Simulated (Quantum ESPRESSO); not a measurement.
# Strain and stress in Ge6AlN

Calculated results; nothing here was measured. They come from pw.x of Quantum ESPRESSO 7.5, a plane-wave density functional program, with PseudoDojo standard norm-conserving files (v0.5 for PBE, v0.4.1 for LDA and PBEsol). The cells are made up: elements, strain and atom displacements were drawn at random, and nothing was relaxed. There is no spin polarisation, spin-orbit coupling or dispersion term.

The cell has 8 sites of a zincblende or diamond lattice. Sites 1 to 4 hold Ge Al Ge Ge; sites 5 to 8 hold Ge Ge N Ge. Cell vectors in Å: (5.950, -0.100, -0.036); (-0.100, 5.940, 0.080); (-0.036, 0.080, 5.822). Settings: PBE, cutoff 1143 eV, 6 x 6 x 6 k mesh shifted by half a step, Fermi-Dirac smearing of 0.1 eV.

Each run adds the same linear strain along x, y and z to one cell, with the atoms carried along; the vectors above are those of run 3. Stress is positive in tension and P is minus a third of its trace. E is the free energy for each atom above the lowest run shown.

| run | strain (%) | s_xx (GPa) | s_yy (GPa) | s_zz (GPa) | s_xy (GPa) | P (GPa) | E (meV/atom) |
| --- | --- | --- | --- | --- | --- | --- | --- |
| 1 | -2.20 | 5.29 | 4.53 | 3.47 | -3.28 | -4.43 | 0.00 |
| 2 | -1.14 | 6.41 | 5.72 | 4.69 | -2.89 | -5.61 | 25.06 |
| 3 | -0.25 | 7.20 | 6.55 | 5.55 | -2.60 | -6.43 | 50.69 |
| 4 | 0.60 | 7.83 | 7.23 | 6.25 | -2.35 | -7.10 | 78.65 |
| 6 | 1.68 | 8.48 | 7.93 | 6.99 | -2.06 | -7.80 | 118.67 |
| 7 | 2.07 | 8.68 | 8.14 | 7.22 | -1.97 | -8.01 | 134.18 |
| 5 | 0.86 | ? | ? | ? | ? | ? | ? |

A rerun of one of these cells at 1437 eV and k mesh 8 x 8 x 8 moved values by no more than 0.003 eV in the cell's energy, 0.02 GPa in stress and 0.006 eV/Å in force.

## Worked fit

A parabola through the six runs shown gives P = -6.64 - 0.83 e + 0.081 e² GPa, with e in per cent and a scatter of 0.02 GPa. A linear strain of 1 % changes the volume by about 3 %, so the bulk modulus of this cell with clamped atoms is about 28 ± 1 GPa at e = 0. The error is the larger of the fit's own and the change that a cubic makes, rounded up.

## Withheld run

Question: what P should run 5 give?

The fit gives -7.29 GPa. The calculation gave -7.28 GPa.

| run | strain (%) | s_xx (GPa) | s_yy (GPa) | s_zz (GPa) | s_xy (GPa) | P (GPa) | E (meV/atom) |
| --- | --- | --- | --- | --- | --- | --- | --- |
| 5 | 0.86 | 8.00 | 7.41 | 6.44 | -2.28 | -7.28 | 87.90 |